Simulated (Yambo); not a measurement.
Quantum ESPRESSO input (PBEsol, PseudoDojo standard norm-conserving files, scalar-relativistic) whose wavefunctions are converted with p2y:

```
&CONTROL
  calculation = 'nscf'
  pseudo_dir = './pseudo'
  outdir = './out'
/
&SYSTEM
  ibrav = 0
  nat = 10
  ntyp = 4
  ecutwfc = 88.0
  ecutrho = 352.0
  occupations = 'fixed'
  force_symmorphic = .true.
  nbnd = 307
/
&ELECTRONS
  conv_thr = 1e-08
  diago_full_acc = .true.
  diago_thr_init = 1e-08
/
ATOMIC_SPECIES
F 18.9984 F.upf
Na 22.9898 Na.upf
K 39.0983 K.upf
Sc 44.9559 Sc.upf
CELL_PARAMETERS angstrom
  0.000000000000   4.304855000000   4.304855000000
  4.304855000000   0.000000000000   4.304855000000
  4.304855000000   4.304855000000   0.000000000000
ATOMIC_POSITIONS crystal
F   0.235830000000   0.235830000000   0.764170000000
F   0.764170000000   0.764170000000   0.235830000000
F   0.764170000000   0.235830000000   0.235830000000
F   0.235830000000   0.764170000000   0.764170000000
F   0.235830000000   0.764170000000   0.235830000000
F   0.764170000000   0.235830000000   0.764170000000
Na   0.500000000000   0.500000000000   0.500000000000
K   0.250000000000   0.250000000000   0.250000000000
K   0.750000000000   0.750000000000   0.750000000000
Sc   0.000000000000   0.000000000000   0.000000000000
K_POINTS automatic
1 1 1 0 0 0
```

Yambo's initialisation report on symmetry, reciprocal space, the k grid and the gaps on this mesh:

```
  [02.02] Symmetries
  ==================

  Inversion symmetry    : yes
  Spatial inversion     : yes
  Inversion index       :  25
  K-space Time-reversal : no
  Magnetic symmetries   : no
  Group table correct   : yes
  Symmetries units      :  [cc]

  [02.03] Reciprocal space
  ========================

  nG shells         :   790
  nG charge         :  120261
  nG WFs            :  15065
  nC WFs            :  15065
  G-vecs. in first 79 shells:  [ Number ]
     1    9   15   27   51   59   65   89  113
    137   169   181   229   259   283   307   331   339
    387   411   459   531   537   561   609   645   701
    725   749   821   869   893   941   965  1037  1067
   1139  1211  1243  1291  1363  1411  1459  1471  1591
   1639  1687  1759  1807  1837  1893  1917  1989  2085
   2109  2133  2229  2277  2397  2421  2445  2565  2637
   2685  2733  2741  2837  2891  2975  3071  3119  3143
    3215   3287   3383   3479   3527   3647   3695
  ...
  Shell energy in first 79 shells:  [ mHa ]
    0.00000      223.705      298.274      596.547      820.253      894.821      1193.09      1416.80      1491.37
    1789.64      2013.35      2386.19      2609.89      2684.46      2982.74      3206.44      3281.01      3579.28
    3802.99      3877.56      4175.83      4399.54      4772.38      4996.08      5070.65      5368.93      5592.63
    5667.20      5965.47      6189.18      6263.75      6562.02      6785.73      7158.57      7382.27      7456.84
    7755.12      7978.82      8053.39      8575.37      8649.94      8948.21      9171.92      9544.76      9768.46
    9843.03      10141.3      10365.0      10439.6      10737.9      10961.6      11036.1      11334.4      11558.1
    11930.9      12154.7      12229.2      12527.5      12751.2      12825.8      13124.0      13347.7      13422.3
    13720.6      13944.3      14317.1      14540.8      14615.4      14913.7      15137.4      15212.0      15510.2
    15733.9      15808.5      16106.8      16330.5      16703.3      16927.0      17001.6
  ...

  [02.04] K-grid lattice
  ======================

  Compatible Grid is   : 0D
  K lattice UC volume  :  0.230376 [a.u.]

  IBZ K-points                                      :  1
  BZ  K-points                                      :  1

  K/Q-points units:
  rlu = crystal or reduced units; cc = cartesian coordinates; iku = interal k-units

  K [1]          [rlu]:  0.000000  0.000000  0.000000
         WF components:  15065

  [02.05] Energies & Occupations
  ==============================

  [X] === General ===
  [X] Electronic Temperature                        :  0.000000  0.000000 [eV K]
  [X] Bosonic    Temperature                        :  0.000000  0.000000 [eV K]
  [X] Finite Temperature mode                       : no
  [X] El. density                                   :  0.50140E+24 [cm-3]
  [X] Fermi Level                                   :  1.154440 [eV]

  [X] === Gaps and Widths ===
  [X] Conduction Band Min                           :  6.647765 [eV]
  [X] Valence Band Max                              :  0.000000 [eV]
  [X] Filled Bands                                  :   40
  [X] Empty Bands                                   :   41  307
  [X] Direct Gap                                    :  6.647765 [eV]
  [X] Direct Gap localized at k                     :  1
```
The gaps are PBEsol values on this mesh alone; only operations without fractional translations are kept.

Geometry of the Materials Project entry, not relaxed at this level.
